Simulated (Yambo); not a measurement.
```
CELL_PARAMETERS angstrom
      4.14977     0.00000     0.00000
      0.00000     4.14977     0.00000
      0.00000     0.00000     9.29283
ATOMIC_POSITIONS crystal
  N  0.50000 0.50000 0.80054
  N  0.50000 0.50000 0.19946
  O  0.00000 0.00000 0.50000
  Zn 0.50000 0.50000 0.00000
  Ba 0.00000 0.00000 0.21788
  Ba 0.00000 0.00000 0.78212
  Ba 0.50000 0.50000 0.50000
```

Ba3ZnN2O (space group P4/mmm, No. 123): mean Im ε in 1 eV windows above the direct gap of 1.08 eV, for different electron-hole kernels (Yambo, broadening 0.15 eV, norm-conserving PBEsol (Quantum ESPRESSO, 84 Ry, no spin-orbit coupling) bands; 4×4×2 mesh, 14 valence and 20 conduction bands, static screening with 92 bands and a 3 Ry block, scissor 0.58 eV, Tamm-Dancoff; field along x).

```
window (eV)  independent quasiparticles  RPA (no attraction)  BSE
-----------  --------------------------  -------------------  ---
1.1 to 2.1                          1.1                  1.0  1.8
2.1 to 3.1                          2.0                  1.7  3.1
3.1 to 4.1                          3.0                  2.6  3.0
4.1 to 5.1                          3.5                  2.7  4.4
5.1 to 6.1                          4.4                  3.5  6.1
6.1 to 7.1                          5.9                  5.7  4.6
```

This run doesn't resolve bound excitons or single peaks, so only averages are given, and they too depend on the mesh; weight that the attraction moves below the gap isn't listed. All transitions below 8.45 eV are in the band window. The scissor comes from a G0W0 run whose convergence isn't established.

Geometry of the Materials Project entry, not relaxed at this level.

The structure is a Materials Project entry; no match was found in the copy of COD used, and its stability was not checked.

With a shallow 3d shell G0W0 needs far more bands and larger blocks than here, so the scissor is uncertain by tenths of an eV or more.
